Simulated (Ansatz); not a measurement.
Guessed and relaxed cells of Ga2PdS3

A trial structure of Ga2PdS3 was built thus: random cell by space group and Wyckoff sites (P6mm, No. 183). The dimensions are guesses.

start:

Space group P6mm (No. 183). a = 4.808 Å, b = 4.808 Å, c = 7.525 Å, α = 90.00°, β = 90.00°, γ = 120.00°
```
atom  site  symmetry       x       y       z
  Ga    1a       6mm  0.0000  0.0000  0.9762
  Ga    1a       6mm  0.0000  0.0000  0.2134
  Pd    1a       6mm  0.0000  0.0000  0.5404
   S    3c       2mm  0.5000  0.0000  0.1412
```

The calculation used Ansatz 0.2.0, DFT PBE, scalar-relativistic, plane waves, PAW. Cutoff 420 eV, Gaussian smearing, Γ-centred meshes. Cell and atoms relax first on a coarse mesh and then on a finer one. In between, the cell is made exact in the group found at 0.06 Å. In metals the finer mesh still leaves noise of several meV/atom or more. The steps can't lower the symmetry of their start. No spin polarisation in the relaxation; trial moments died out in a coarse test.

end:

Space group P6/mmm (No. 191). a = 5.014 Å, b = 5.014 Å, c = 8.101 Å, α = 90.00°, β = 90.00°, γ = 120.00°
```tsv
atom	site	symmetry	x	y	z
Ga	2e	6mm	0.0000	0.0000	0.7955
Pd	1b	6/mmm	0.0000	0.0000	0.5000
S	3f	mmm	0.5000	0.0000	0.0000
```

The symmetry goes from P6mm (No. 183) to P6/mmm (No. 191). The volume per atom grows by 17.0 %, from 25.1 to 29.4 Å³. The shortest distance goes from 1.78 Å (Ga–Ga) to 2.39 Å (Ga–Pd). The energy falls by about 1.2 eV/atom (the start's value is from the coarse mesh). The end is written in a standard setting, so origin, axes and order of atoms can differ from the start's.

```yaml
Volume_per_atom: 29.39 Å³
Density: 3.22 g/cm³
Energy_over_the_elements: +0.49 eV/atom
Gap_on_the_12×12×6_mesh_of_the_6-atom_cell: 0 eV (a metal)
```

Energies over the elements count from the elements' standard structures at the same level, with no fitted energy shifts. It can't be a ground state, since the elements alone are lower.

The last run used Gaussian smearing of 0.10 eV. The reference form of S is held partly by dispersion forces, which this level lacks. Symmetry constrained the relaxation, so the result can be a saddle point. In all, the 3 runs took 2 min on 1 thread of Intel(R) Xeon(R) Platinum 8488C (Sapphire Rapids) (shared host). Another cell of Ga2PdS3 relaxed alike, in P-4m2, lies 0.70 eV/atom lower, so this cell isn't the stable form at this level.
